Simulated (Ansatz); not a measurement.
An Ansatz (a quantum-chemistry and plane-wave program) run. Input:

Ansatz 0.2 input:
```yaml
crystal:
  lattice:
    - [7.5559656741, 0.0, 0.0]
    - [-3.7779828371, 6.5436582239, 0.0]
    - [0.0, 0.0, 5.2519433502]
  atoms:
    - { symbol: Nb, position: [0.2508251649, 0.0, 0.25] }
    - { symbol: Nb, position: [0.2508251649, 0.2508251649, 0.75] }
    - { symbol: Nb, position: [0.0, 0.2508251649, 0.25] }
    - { symbol: Nb, position: [0.7491748351, 0.0, 0.75] }
    - { symbol: Nb, position: [0.7491748351, 0.7491748351, 0.25] }
    - { symbol: Nb, position: [0.0, 0.7491748351, 0.75] }
    - { symbol: Si, position: [0.6070981367, 0.0, 0.25] }
    - { symbol: Si, position: [0.6070981367, 0.6070981367, 0.75] }
    - { symbol: Si, position: [0.0, 0.6070981367, 0.25] }
    - { symbol: Si, position: [0.3929018633, 0.0, 0.75] }
    - { symbol: Si, position: [0.3929018633, 0.3929018633, 0.25] }
    - { symbol: Si, position: [0.0, 0.3929018633, 0.75] }
    - { symbol: Nb, position: [0.3333333333, 0.6666666667, 0.0] }
    - { symbol: Nb, position: [0.6666666667, 0.3333333333, 0.5] }
    - { symbol: Nb, position: [0.6666666667, 0.3333333333, 0.0] }
    - { symbol: Nb, position: [0.3333333333, 0.6666666667, 0.5] }
kpoints:
  mp_grid: { grid: [7, 7, 8] }
hamiltonian:
  xc: r2scan
  pseudopotentials: { kind: paw }
scf:
  occupations: { method: gaussian, width: 0.05 }
checkpoint: { read: metal.run }
output: { write_density: true, elf: true, volumetric_format: npy }
basis: { fft_grid_basis: typed }
```

Output (shortened):

```
Pseudopotential: Nb, paw, valence charge 13
Pseudopotential: Si, paw, valence charge 4
Functional definition: r2SCAN
Crystal: 16 atoms, lattice volume = 259.675 Å³
Basis set: ecut = 500 eV, 6613 PW (Γ), exchange–correlation on 240×240×160 points (64 copies of the dense FFT grid, shifted against one another)
Bands: 109, of which v1, the nominal top of the filled ones, is band 77 counted from 1 (76 counted from 0)
Symmetry: 24 space group operations
Space group: P63/mcm (ITA 193), of the structure as read, at distance tolerance 6.4e-5 Å
k-points: 40 of 392
Stability of the state it starts from, as read at its close in the unpolarized treatment …
iter 1 solved again at ethr=1.25e-7 eV; its pass at ethr=3.10e-3 eV (dr2=1.93e-4 eV) is discarded
SCF iter   1: F=—  HF=-49480.806022 eV  |F-HF|=—  |Δ(HF+E_count)|=         —  Δρ=3.84e-7  dr2=2.48e-10  dr2_τ=1.27e-10  ethr=1.25e-7  ⟨swp⟩=3.7  Hψ=29133  notcnv=0
preconditioner: auto → Kerker (q_TF=auto, 2.501 Å⁻¹)
SCF iter   2: F=—  HF=-49480.806251 eV  |F-HF|=—  |Δ(HF+E_count)|=   2.29e-4  Δρ=2.24e-7  dr2=1.77e-10  dr2_τ=1.73e-10  ethr=1.00e-12  ⟨swp⟩=8.8  Hψ=18495  notcnv=0
SCF iter   3: F=-49480.806251 eV  HF=-49480.806251 eV  |F-HF|=3.64e-11  |Δ(HF+E_count)|=  1.46e-11  Δρ=1.48e-7  dr2=4.75e-11  dr2_τ=2.07e-11  ethr=1.00e-12  ⟨swp⟩=1.0  Hψ=8900  notcnv=0
SCF 1 converged in 3 iterations: F = -49480.806251 eV  dr2 = 4.75e-11
SCF converged after 3 iterations
Free energy (F): -49480.806251 eV
Harris-Foulkes:  -49480.806251 eV  (|F-HF|=3.64e-11)
Internal energy: -49480.797290 eV  (E = F + TS)
E sigma→0 (E₀):  -49480.801771 eV
Entropy (-TS):   -0.008960 eV (-0.560 meV/atom)
Fermi energy:    16.023550 eV
--- Per-component energies (eV) ---
  E_band       = -852.867329
  E_kinetic    = 4194.161315
  E_local      = -8123.633570  (includes V_loc(G=0)·N_el)
  E_nonlocal   = 1334.656002
  E_hartree    = 2677.813817
  E_xc         = -2017.254350
  E_vxc        = -2681.120902  (∫ρ·V_xc dr)
  E_paw        = -34017.165886  (= ΣΔE_a)
  E_vpaw       = -1092.658257  (= ΣTr[D̂ρ^β])
  E_aug_tail   = 0.000064  (compensation charges beyond the density's cutoff)
  E_vtau       = 160.100488  (kinetic-family band-sum trace: ∫τ·v_τ [+ j·A + Jᵃ·Aᵃ] dr)
  E_ewald      = -13526.991779
  E_core_change = -2.382905  (= ΣΔE_core)
  E_smearing   = -0.008960  (= −TS)
  E_closure    = 0.000000  (closes the sum)
  Σ components = -49480.806251   (vs F -49480.806251, Δ=0.00e0)
  [band-id]    e_kinetic+e_local+e_nonlocal+2·e_hartree+e_vxc+e_vpaw+e_augmentation_tail+e_vtau = -852.867225   (vs E_band -852.867329, Δ=1.04e-4)
--- Band table (eV; the first three rows and the last of 40) ---
  k-point 0: bands = ["-40.7071", "-40.6676", "-40.6676", "-40.6445", "-40.6415", "-40.6415", "-40.4927", "-40.4841", "-40.2038", "-40.2032", "-16.8182", "-16.8178", "-16.2863", "-16.2863", "-16.2065", "-16.1656", "-16.1656", "-16.1524", "-16.1062", …
  k-point 1: bands = ["-40.7044", "-40.6666", "-40.6666", "-40.6467", "-40.6425", "-40.6425", "-40.4820", "-40.4740", "-40.2150", "-40.2146", "-16.7513", "-16.7509", "-16.2950", "-16.2950", "-16.1965", "-16.1783", "-16.1783", "-16.1523", "-16.0924", …
  k-point 2: bands = ["-40.6970", "-40.6638", "-40.6638", "-40.6531", "-40.6453", "-40.6453", "-40.4514", "-40.4451", "-40.2467", "-40.2467", "-16.5617", "-16.5598", "-16.3075", "-16.3075", "-16.2135", "-16.2135", "-16.1678", "-16.1528", "-16.0794", …
  k-point 39: bands = ["-40.6712", "-40.6712", "-40.6565", "-40.6565", "-40.6560", "-40.6560", "-40.3492", "-40.3492", "-40.3487", "-40.3487", "-16.2452", "-16.2452", "-16.2406", "-16.2406", "-16.1851", "-16.1851", "-16.1045", "-16.1045", "-16.0425", …
```

Cost: roughly 2.1 core-minutes on shared cores.

Space group P6_3/mcm. The workflow started from an entry of the Crystallography Open Database (COD), which files this formula under 2 space groups. Whether it is the stable phase at ambient conditions was not checked. Symmetry was held in the r²SCAN relaxation; whether a distortion lowers the energy is not shown. No spin polarisation was allowed. Scalar-relativistic: spin–orbit coupling is off unless named, which matters more the heavier the elements.

Potentials: the later of the program's two PAW sets.

Ansatz is a plane-wave DFT program.
